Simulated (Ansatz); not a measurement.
Relaxing a structure of Hf

The start is a randomly generated symmetric cell of Hf (space group No. 139). The structure is fully relaxed (lattice and positions, P = 0) with r2SCAN (plane waves to 500 eV, PAW, scalar-relativistic; Ansatz, a program for electronic structure). The first steps use a coarse 10×10×10 k-mesh.

The start:
```
Hf
1.0
   -3.12737     3.12737     2.05777
    3.12737    -3.12737     2.05777
    3.12737     3.12737    -2.05777
Hf
3
Direct
  0.50000   0.50000   0.00000
  0.75000   0.25000   0.50000
  0.25000   0.75000   0.50000
```

### Question
By how much does the energy per atom fall from start to end?

### Answer
About 2.1 eV/atom.

### Question
How does the volume change?

### Answer
-4.2 %, from 26.83 to 25.71 Å³/atom.

### Question
How do the shortest distances between atoms change?

### Answer
The closest pairs of elements (up to four, under 3.6 Å), start → end: Hf–Hf 2.06 → 2.95 Å.

### Question
Is the relaxed structure metallic? Give its gap.

### Answer
No gap (metallic).

### Question
Write out the relaxed structure.

### Answer

```cif
data_Hf6
_chemical_formula_sum 'Hf6'
_space_group_name_H-M_alt 'I4/mmm'
_space_group_IT_number 139
_space_group_name_Hall '-I 4 2'
_cell_length_a 5.08079
_cell_length_b 5.08079
_cell_length_c 5.97479
_cell_angle_alpha 90.000
_cell_angle_beta 90.000
_cell_angle_gamma 90.000
loop_
_atom_site_label
_atom_site_type_symbol
_atom_site_symmetry_multiplicity
_atom_site_Wyckoff_symbol
_atom_site_fract_x
_atom_site_fract_y
_atom_site_fract_z
_atom_site_occupancy
Hf1 Hf 2 b 0.00000 0.00000 0.50000 1
Hf2 Hf 4 d 0.00000 0.50000 0.25000 1
```
(The calculation used a cell of 3 atoms; values per cell refer to that cell.)

The space group stays I4/mmm (No. 139) (the run could not lower it), with 3 atoms in the primitive cell. Final values are on a 13×13×13 k-mesh of the relaxed cell. The start holds a very short contact (Hf–Hf 2.06 Å). No spin polarisation in the result.

The run could not lose the symmetry of its start: the end is stationary, and may be a saddle point rather than a minimum.

All atoms sit on sites fixed by symmetry, so only the cell could relax.

The relaxed structure here is a generated cell of Hf: the first start was made by a random draw of sites in a space group, and the end was not matched to a known phase here, so it may be hypothetical. Known forms of Hf include space group No. 194.
